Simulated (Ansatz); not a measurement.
**Notes on Zr2Ni**

```
Zr Ni
1.0
     0.00000    0.00000    5.32453
     3.29012   -3.29012    2.66227
     3.29012    3.29012   -2.66227
Zr Ni
4 2
Direct
  0.66290 0.50000 0.82580
  0.16290 0.17420 0.50000
  0.33710 0.50000 0.17420
  0.83710 0.82580 0.50000
  0.25000 0.00000 0.00000
  0.75000 0.00000 0.00000
```

Method: r2SCAN, no spin polarisation; PAW, plane waves to 500 eV, 8×8×8 Γ-centred mesh, fermi-dirac occupations (width 0.0189 eV) (Ansatz 0.2.0), atoms fixed.

Task: Where is the largest force?

Result: The largest is on Zr3 (and as large on other atoms): 0.19 eV/Å, components (-0.13, -0.13, 0.00). It makes 73° with the line to a nearest neighbour, Ni5 at 2.80 Å.

Task: Metal or insulator?

Result: It is a metal, with about 6.4 states/eV a cell as the mean within 0.25 eV of the Fermi level, mostly Zr d (71 %) and Ni d (13 %).

Task: What is the formation energy?

Result: -0.29 eV an atom against the elements' usual phases (free molecules for gases, crystals otherwise, with no correction for O₂ or N₂), so it is bound against them; other compounds may still compete. Relaxing would lower it.

Task: Give the Bader charges.

Result: Bader charges in e: Zr +0.74, Ni -1.49. In the mean Zr gives up most and Ni takes most.

Task: Describe some of the short contacts.

Result: Ni–Ni at 2.66 Å: least valence density 0.28 e/Å³ and ELF 0.40 there. Zr–Ni at 2.80 Å: least valence density 0.24 e/Å³ and ELF 0.21 there. Zr–Zr at 3.03 Å: least valence density 0.17 e/Å³ and ELF 0.12 there. These are pseudo-fields; inside the PAW spheres they differ from the all-electron ones.

Task: Is the cell too large or too small?

Result: The pressure is -5.8 GPa (compression positive), so with the atoms held at these fractions the cell would first shrink.

Origin: a database entry at a rescaled volume. Caveats: no spin polarisation, so a magnetic state may lie lower.
